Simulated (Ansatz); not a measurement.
The cell comes from COD entry 1539818, which wasn't checked; take it as a given geometry. The listed cell was then made from it by scaling, straining or moving an atom.

An input for Y: DFT, LDA, PAW with Ansatz's default frozen-core files, scalar-relativistic (Ansatz 0.2.0). The PAW files were made with PBE; their cores are remade for this functional.

Command: `ansatz run input.yaml --threads 1 --pin off --max-ram 3072MiB --backend cpu --events-out ev --progress --plain --runs-dir out` The run took 3.6 s on 1 thread of Arm Neoverse V2, with other jobs on the host, peak memory 0.37 GiB.

```yaml
crystal:
  lattice:
    - [3.7231154432, 0.0, 0.0]
    - [-1.8615577216, 3.224312555, 0.0]
    - [0.0, 0.0, 5.8601227356]
  atoms:
    - { symbol: "Y", position: [0.3333333333, 0.6666666667, 0.25] }
    - { symbol: "Y", position: [0.6666666667, 0.3333333333, 0.75] }
kpoints:
  mp_grid: { grid: [12, 12, 7] }
scf:
  occupations: { method: fermi_dirac, width: 0.08 }
hamiltonian:
  xc: lda
  pseudopotentials: { kind: paw }
output:
  forces: true
  stress: true
  eigenvalues: true
  efg: { contact_densities: true }
```

Set-up and iterations as logged by Ansatz (the results part is left out, to be predicted):

```
Engine: ansatz 0.2.0
Pseudopotentials: kind: paw
Pseudopotential: Y, paw, valence charge 11, recommended cutoff 420 eV (normal)
Functional definition: SPW92
  exchange = slater_x
  correlation = pw_c
Crystal: 2 atoms, lattice volume = 70.348 Å³
Basis set: ecut = 420 eV, 1387 PW (Γ)
Bands: 15, of which v1, the nominal top of the filled ones, is band 11 counted from 1 (10 counted from 0)
Symmetry: 24 space group operations
Space group: P63/mmc (ITA 194), of the structure as read, at distance tolerance 4.1e-5 Å
k-points: 76 of 1008
Non-local potential: Y, projectors of the file, l = 0: 3, l = 1: 2, l = 2: 2, l = 3: 1
PAW form: soft (Blöchl's): semilocal exchange-correlation on the pseudo side does not see the compensation charge
PAW frozen core: Y, regenerated for the run's functional, and the local potential with it (the file was generated under x = pbe(κ = 0.804, μ = 0.2195149727645171), c = pbe(β = 0.06672455060314922))
PAW one-centre angular grid: Y, 590 points (default); XC on 64 Gauss nodes
Initial density: superposition of atomic densities (neutral atoms: chi_scale 0, normalization atom), corrected by the library's trained network
Initial wavefunctions: pseudopotential atomic-orbital guess
Functional: x = slater, c = lda
SCF iter   1: F=—  HF=-7490.947132 eV  |F-HF|=—  |Δ(HF+E_count)|=         —  Δρ=4.50e-3  dr2=4.13e-3  ethr=1.77e-3  ⟨swp⟩=4.2  Hψ=4981  notcnv=0
SCF iter   2: F=—  HF=-7490.946633 eV  |F-HF|=—  |Δ(HF+E_count)|=   4.99e-4  Δρ=2.42e-3  dr2=1.40e-3  ethr=1.88e-5  ⟨swp⟩=2.8  Hψ=2397  notcnv=0
SCF iter   3: F=—  HF=-7490.946574 eV  |F-HF|=—  |Δ(HF+E_count)|=   5.93e-5  Δρ=3.00e-4  dr2=4.68e-5  ethr=6.36e-6  ⟨swp⟩=3.0  Hψ=1985  notcnv=0
SCF iter   4: F=—  HF=-7490.946566 eV  |F-HF|=—  |Δ(HF+E_count)|=   7.86e-6  Δρ=1.04e-4  dr2=7.99e-6  ethr=2.13e-7  ⟨swp⟩=2.0  Hψ=1806  notcnv=0
SCF iter   5: F=—  HF=-7490.946566 eV  |F-HF|=—  |Δ(HF+E_count)|=   2.46e-7  Δρ=2.52e-5  dr2=6.48e-7  ethr=3.63e-8  ⟨swp⟩=2.0  Hψ=1376  notcnv=0
SCF iter   6: F=-7490.946566 eV  HF=-7490.946566 eV  |F-HF|=5.02e-8  |Δ(HF+E_count)|=   1.19e-7  Δρ=9.59e-6  dr2=6.31e-8  ethr=4.55e-10  ⟨swp⟩=4.4  Hψ=4122  notcnv=0
```

(1) What pressure will this run report?

Results:

(1) -5.63 GPa (positive in compression).
